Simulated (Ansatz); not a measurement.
Level of theory: DFT PBE, scalar-relativistic, plane waves, PAW in Ansatz. Settings: cutoff 420 eV, Γ-centred meshes spaced at most about 0.3 Å⁻¹, and about 0.25 Å⁻¹ or finer for metals (2π included), Gaussian smearing. No spin polarisation in the final relaxations.

All energies are static (0 K, no zero-point motion).

Compare these two cells of Zr2NbC3, each relaxed at this level.

1.

```yaml
crystal:
  lattice:
    - [3.13018, 0.00000, 0.00000]
    - [0.00000, 3.13018, 0.00000]
    - [0.00000, 0.00000, 9.53609]
  atoms:
    - { symbol: Zr, position: [0.00000, 0.00000, 0.32815] }
    - { symbol: Zr, position: [0.00000, 0.00000, 0.67185] }
    - { symbol: Nb, position: [0.00000, 0.00000, 0.00000] }
    - { symbol: C, position: [0.00000, 0.50000, 0.82483] }
    - { symbol: C, position: [0.50000, 0.00000, 0.17517] }
    - { symbol: C, position: [0.50000, 0.50000, 0.00000] }
```

2.

```yaml
crystal:
  lattice:
    - [2.07584, -7.13909, 0.00000]
    - [2.07584, 7.13909, 0.00000]
    - [0.00000, 0.00000, 3.21950]
  atoms:
    - { symbol: Zr, position: [0.16566, 0.83434, 0.00000] }
    - { symbol: Zr, position: [0.83434, 0.16566, 0.00000] }
    - { symbol: Nb, position: [0.50000, 0.50000, 0.00000] }
    - { symbol: C, position: [0.00000, 0.00000, 0.00000] }
    - { symbol: C, position: [0.50000, 0.00000, 0.50000] }
    - { symbol: C, position: [0.00000, 0.50000, 0.50000] }
```

**Question.** Which is lower in energy, and by how much?

**Answer.** Cell 2 is lower, by 26 meV/atom. Cell 1 has space group P-4m2 (No. 115), 15.6 Å³/atom and no gap on its mesh; cell 2 has space group Cmmm (No. 65), 15.9 Å³/atom and no gap. Counting C atoms around Nb and Zr (those within 1.25 times the shortest such distance or 1.15 times the sum of covalent radii, 1.27 where that leaves under three), cell 1 has Zr 2, Nb 8 and cell 2 has Zr 5, Nb 2. Even the lower one lies +0.62 eV/atom against the reference forms of the elements (uncorrected), so neither is stable at this level. Both come from invented guesses. A third cell relaxed alike, in P4/mmm, lies 0.37 eV/atom below the lower of the two.

A magnetic state wasn't ruled out in cells without spin, among them P-4m2. Cells relaxed within their symmetry can be saddle points.
